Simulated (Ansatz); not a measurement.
## AuCu3-type EuMn₃

Computed with Ansatz (plane waves, PAW, 420 eV cutoff): PBE, scalar-relativistic, collinear spin, 8×8×8 k-mesh, Gaussian smearing of 0.05 eV. The datasets are Ansatz's generated set soft_2.

```
CELL_PARAMETERS angstrom
4.12634 0.00000 0.00000
0.00000 4.12634 0.00000
0.00000 0.00000 4.12634
ATOMIC_POSITIONS crystal
Eu 0.00000 0.00000 0.00000
Mn 0.00000 0.50000 0.50000
Mn 0.50000 0.50000 0.00000
Mn 0.50000 0.00000 0.50000
```

The cell came from substitution into a structure type; no database entry of this phase was matched, which doesn't show that none exists.

Magnetic state: ferrimagnetic, site spin moments Eu 6.54; Mn -3.43 μB.

Cell and atoms are those of this level's equilibrium.

The cell has space group Pm-3m (read at 0.01 Å). In it the stress is -0.03, -0.03, -0.03, 0.00, 0.00, 0.00 GPa and the largest force component 0.000 eV/Å. Each change below starts from this cell, without further relaxation. Stress is in GPa, positive in compression, in the order xx, yy, zz, yz, xz, xy; energies are counted from the cell above and are free energies with the smearing's entropy, which match forces and stress in a metal.

Q: What happens when atom 2 (Mn) is moved by 0.12 Å along y?

A: The energy changes by 35.5 meV per cell, and the force on it along the shift is -0.593 eV/Å (−F/u = 4.94 eV/Å²). Stress: 0.14, 0.11, 0.05, 0.00, 0.00, 0.00. Spin moments: Eu 6.50; Mn -3.39, -3.43, -3.41 μB.
```tsv
atom	Fx (eV/Å)	Fy	Fz
Eu1	0.000	0.307	0.000
Mn2	0.000	-0.593	0.000
Mn3	0.000	0.180	0.000
Mn4	0.000	0.106	0.000
```
In a harmonic crystal the energy would rise by −½F·u = ½ × 4.94 × 0.12² eV = 35.6 meV, which matches.

Q: What happens when atom 3 (Mn) is moved by 0.02 Å along z?

A: The energy changes by 0.5 meV per cell, and the force on it along the shift is -0.0492 eV/Å (−F/u = 2.46 eV/Å²). Stress: -0.02, -0.02, -0.02, 0.00, 0.00, 0.00.
| atom | Fx (eV/Å) | Fy | Fz |
| --- | --- | --- | --- |
| Eu1 | 0.000 | 0.000 | 0.016 |
| Mn2 | 0.000 | 0.000 | 0.017 |
| Mn3 | 0.000 | 0.000 | -0.049 |
| Mn4 | 0.000 | 0.000 | 0.017 |

Q: A single strain component, atoms carried along, gave the stress -1.99, -0.91, -0.91, 0.00, 0.00, 0.00. Which component, and about how large?

A: An engineering strain of 2 % in xx; the energy changes by 8.9 meV per cell.

Q: What stress follows from an engineering strain of 2 % in yy, atoms carried along?

A: -0.91, -1.99, -0.91, 0.00, 0.00, 0.00 GPa; the energy changes by 8.9 meV per cell.
The change of the stress over the strain gives a clamped-atom stiffness of about 98 GPa for this component, a secant value that lies under the elastic constant in tension and over it in compression, by several per cent for each per cent of strain.
In a harmonic crystal the energy would rise by V(½Cε² − σ₀ε), with σ₀ the stress of the unstrained cell, = 8.8 meV, which matches.

Without a U the 4f levels of Eu lie too near the Fermi level, so their share of the states there, and what hangs on it, is overstated. Scalar-relativistic only: spin–orbit splittings of the heavy atoms' levels are missing. The run wasn't fully tested for a lower electronic state. Site moments are of spin, integrated over atomic spheres.
